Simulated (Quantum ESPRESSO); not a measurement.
# One change at a time to Au4Pd3Rh

All numbers below are calculated, not measured. They come from Quantum ESPRESSO 7.5, a public plane-wave density functional program. Each row is one single-point run on a made-up periodic cell of eight metal atoms, with elements, volume, strain and displacements drawn at random and not relaxed, so a cell may be unstable or far from any real phase. There is no spin polarisation or spin-orbit coupling.

Settings: PBE unless stated; PseudoDojo standard norm-conserving files; Fermi-Dirac width 0.25 eV, which means electrons at about 2900 K; cutoff 1197 eV; 8 x 4 x 4 k mesh shifted half a step off Gamma. E is the free energy of the whole cell (internal energy minus TS), so a -TS column is already part of it. Stress is positive in tension, and the pressure P is minus a third of its trace.

Checks: one run of this series was repeated at a higher cutoff and on a denser mesh, which moved values by no more than 0.015 eV, 0.14 GPa and 0.009 eV/Å, and a second program with other atomic files agreed on it to 2 % rms in force and 0.5 GPa in pressure. Known limits: heavy elements are run without spin-orbit coupling, which real alloys of them have; a spin test at this wide smearing found no moment, but such smearing suppresses magnetism that the real alloy may have.

The lattice is hexagonal close-packed, and the cell vectors in Å are (-2.848, 0.017, -0.008); (-0.042, 5.002, -4.466); (0.017, -4.957, -4.418), a volume of 125.96 Å³ in run 1. The elements on sites 1 to 8 are Pd Pd Pd Rh Au Au Au Au. Each later run makes one change to run 1 and keeps the rest. E is counted from run 1, and is n/a where other atomic files have another zero of energy.

| run | change | V (Å³) | P (GPa) | -TS (eV) | rms force (eV/Å) | largest change of a force component (eV/Å) | E (eV) |
|---|---|---|---|---|---|---|---|
| 1 | none | 125.96 | 10.52 | -1.499 | 0.494 | 0.000 | 0.000 |
| 2 | sites 3 and 5 exchanged | 125.96 | 10.59 | -1.481 | 0.447 | 0.586 | 0.116 |
| 3 | all lengths scaled by -0.62 % | 123.63 | 14.67 | -1.477 | 0.536 | 0.125 | 0.183 |
| 4 | LDA in place of PBE | 125.96 | -4.12 | -1.520 | 0.434 | 0.181 | n/a |
| 5 | Ir on site 1 | 125.96 | 9.78 | -1.708 | 0.551 | 0.281 | n/a |
| 6 | site 8 moved by +0.11 Å along y | 125.96 | 10.89 | -1.501 | 0.608 | 1.131 | ? |

## Worked estimate

Along the move dE = -F dx. The force on site 8 along y is -0.208 eV/Å in run 1 and -1.339 eV/Å in run 6, and the move is +0.11 Å, so the mean force times the move gives an estimate.

## Withheld value

Question: what E should run 6 give?

The estimate is 0.085 eV. The calculation gave 0.084 eV.
